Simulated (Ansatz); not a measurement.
CdS (zinc blende)

Space group F-43m (No. 216); a = 5.9271 Å, b = 5.9271 Å, c = 5.9271 Å, α = 90.00°, β = 90.00°, γ = 90.00°

```json
[
 {"atom": "S", "site": "4c", "symmetry": "-43m", "x": "0.2500", "y": "0.2500", "z": "0.2500"},
 {"atom": "Cd", "site": "4a", "symmetry": "-43m", "x": "0.0000", "y": "0.0000", "z": "0.0000"}
]
```
(The calculation used a cell of 2 atoms; values per cell refer to that cell.)

The relaxed cell is deformed in two ways at once: its volume V is scaled, and at that volume it is stretched along z (the c axis of the conventional cell) so that c/a changes. Fractional atomic positions are held.

Computed with PBE (plane waves to 420 eV, PAW, scalar-relativistic; Ansatz, an electronic-structure program). k mesh 10×10×10 (Γ-centred), Fermi-Dirac smearing 0.05 eV. E stands for the smeared free energy. CdS was relaxed with its symmetry unable to fall. The PAW data are Ansatz's earlier set.

Changes of ΔE (eV/atom) from the point V/V₀ = 1.000, (c/a)/(c/a)₀ = 1.000 when one coordinate moves alone (two changes are said to add if the coupling is within 5 % of the smaller one, nearly so within 20 %):

| point | change |
|---|---|
| V/V₀ = 1.000, (c/a)/(c/a)₀ = 0.880 | 0.01476 |
| V/V₀ = 1.000, (c/a)/(c/a)₀ = 0.940 | 0.00375 |
| V/V₀ = 0.960, (c/a)/(c/a)₀ = 1.000 | 0.00751 |
| V/V₀ = 0.980, (c/a)/(c/a)₀ = 1.000 | 0.00181 |
| V/V₀ = 1.020, (c/a)/(c/a)₀ = 1.000 | 0.00166 |
| V/V₀ = 1.040, (c/a)/(c/a)₀ = 1.000 | 0.00643 |
| V/V₀ = 1.000, (c/a)/(c/a)₀ = 1.060 | 0.00393 |
| V/V₀ = 1.000, (c/a)/(c/a)₀ = 1.120 | 0.01611 |

**Question.** What is the change at V/V₀ = 1.040, (c/a)/(c/a)₀ = 0.940, where both move, and how far is it from the sum?

**Answer.** The sum of the single changes is 0.00643 + (0.00375) = 0.01018; the calculation gives 0.01076, so the coupling contributes 0.00058 (under 20 % of the smaller single change, nearly additive).

**Question.** What is the change at V/V₀ = 0.980, (c/a)/(c/a)₀ = 0.880, where both move, and how far is it from the sum?

**Answer.** The sum of the single changes is 0.00181 + (0.01476) = 0.01657; the calculation gives 0.01520, so the coupling contributes -0.00137 (over 20 % of the smaller single change, not additive).

**Question.** What is the change at V/V₀ = 0.980, (c/a)/(c/a)₀ = 1.060, where both move, and how far is it from the sum?

**Answer.** The sum of the single changes is 0.00181 + (0.00393) = 0.00574; the calculation gives 0.00546, so the coupling contributes -0.00028 (under 20 % of the smaller single change, nearly additive).

(A scan under strain: stresses follow from slopes of the energy per volume, elastic moduli from its curvatures.)
